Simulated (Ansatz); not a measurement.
BiTe:
```cif
data_Bi6Te6
_chemical_formula_sum 'Bi6 Te6'
_space_group_name_H-M_alt 'P-3m1'
_space_group_IT_number 164
_space_group_name_Hall '-P 3 2"'
_cell_length_a 4.42838
_cell_length_b 4.42838
_cell_length_c 24.94890
_cell_angle_alpha 90.000
_cell_angle_beta 90.000
_cell_angle_gamma 120.000
loop_
_atom_site_label
_atom_site_type_symbol
_atom_site_symmetry_multiplicity
_atom_site_Wyckoff_symbol
_atom_site_fract_x
_atom_site_fract_y
_atom_site_fract_z
_atom_site_occupancy
Bi1 Bi 2 c 0.00000 0.00000 0.12810 1
Bi2 Bi 2 d 0.33333 0.66667 0.29042 1
Bi3 Bi 2 d 0.66667 0.33333 0.46692 1
Te1 Te 2 d 0.33333 0.66667 0.06037 1
Te2 Te 2 d 0.66667 0.33333 0.20972 1
Te3 Te 2 c 0.00000 0.00000 0.35896 1
```

Relaxed with r²SCAN+D4.

**Question.** Which orbitals make up the states near the Fermi level in DFT-r²SCAN+D4 in the program Ansatz with PAW potentials?

**Answer.** Within 0.5 eV of the Fermi level: Bi 6p 68 %, Te 5p 19 %, Te 5s 6 %. Projections are on Löwdin-orthogonalised atomic valence shells; empty p or d shells of many metals are not among them.

**Question.** Tabulate the density of states.

**Answer.** States/eV per cell of 12 atoms, in 0.25 eV bins, energy from the Fermi level.

```tsv
E (eV)	total	Te 5p	Bi 6p	Te 5s
-7.85	0.00	0.00	0.00	0.00
-7.60	0.00	0.00	0.00	0.00
-7.35	0.00	0.00	0.00	0.00
-7.10	0.00	0.00	0.00	0.00
-6.85	0.00	0.00	0.00	0.00
-6.60	0.00	0.00	0.00	0.00
-6.35	0.00	0.00	0.00	0.00
-6.10	0.00	0.00	0.00	0.00
-5.85	0.20	0.11	0.09	0.00
-5.60	3.33	1.79	1.44	0.07
-5.35	4.65	2.51	2.03	0.08
-5.10	3.52	1.93	1.50	0.05
-4.85	4.49	2.48	1.90	0.06
-4.60	7.49	4.21	3.05	0.12
-4.35	9.36	5.29	3.73	0.19
-4.10	10.36	5.87	4.09	0.23
-3.85	10.05	5.86	3.83	0.20
-3.60	9.99	5.85	3.75	0.20
-3.35	11.51	6.38	4.62	0.23
-3.10	11.07	6.03	4.49	0.26
-2.85	7.62	4.31	2.91	0.18
-2.60	8.02	4.32	3.28	0.17
-2.35	9.05	5.75	2.81	0.16
-2.10	9.32	6.26	2.51	0.13
-1.85	12.22	9.27	2.21	0.12
-1.60	13.13	9.96	2.25	0.09
-1.35	10.24	7.16	2.22	0.07
-1.10	5.75	3.12	2.13	0.06
-0.85	3.47	1.18	1.99	0.05
-0.60	1.68	0.32	1.20	0.03
-0.35	0.96	0.15	0.70	0.04
-0.10	0.51	0.07	0.37	0.04
0.15	0.37	0.06	0.25	0.04
0.40	2.99	0.66	1.97	0.21
0.65	7.88	2.01	5.03	0.42
0.90	12.04	3.53	7.33	0.49
1.15	11.96	3.98	6.90	0.38
1.40	7.50	2.62	4.23	0.22
1.65	8.00	2.87	4.46	0.20
1.90	6.02	1.93	3.52	0.13
2.15	6.18	1.80	3.79	0.10
2.40	8.88	2.57	5.40	0.13
2.65	10.41	3.01	6.21	0.12
2.90	9.27	2.69	5.42	0.09
3.15	7.42	1.99	4.03	0.06
3.40	8.21	1.84	3.67	0.05
3.65	7.98	1.66	3.46	0.04
3.90	5.83	1.28	2.02	0.03
4.15	6.27	1.13	1.96	0.02
4.40	3.89	0.57	1.07	0.01
4.65	5.66	0.66	1.16	0.01
```

The workflow started from an entry of the Crystallography Open Database (COD), which files this formula under 2 space groups. Whether it is the stable phase at ambient conditions was not checked. Symmetry was held in the r²SCAN+D4 relaxation; whether a distortion lowers the energy is not shown. A small band overlap can be real or an error of a semilocal functional. Scalar-relativistic: spin–orbit coupling is off unless named, which matters more the heavier the elements.

Potentials: the later of the program's two PAW sets.
